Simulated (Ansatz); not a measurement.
Simulated powder pattern, Mo Kα, λ = 0.71073 Å (kinematic, ideal powder, no thermal factors, no anomalous dispersion; the 30 strongest lines at most, above 1 %, up to 2θ = 45°):

```csv
2θ (°),I/Imax (%)
14.34,40
16.15,96
21.66,100
28.16,25
28.91,7.6
31.73,29
32.62,14
33.29,26
35.80,23
40.80,15
43.62,11
43.98,1.7
44.15,10
```

The pattern belongs to a structure relaxed with DFT-PBE in the program Ansatz with PAW potentials.

**Question.** Which compound is it?
A. SiC, wurtzite
B. WC, P-6m2 (W on 1a, C on 1f)
C. SiC, zinc blende
D. SiC, 4H polytype

**Answer.** B, WC, P-6m2 (W on 1a, C on 1f)

**Question.** Give the lattice parameters.

**Answer.** a = 2.922 Å, c = 2.847 Å.

The cell was relaxed with PBE under the symmetry of its start. The run is not spin-polarised. Scalar-relativistic: spin–orbit coupling is off unless named, which matters more the heavier the elements.

Potentials: the earlier of the program's two PAW sets.
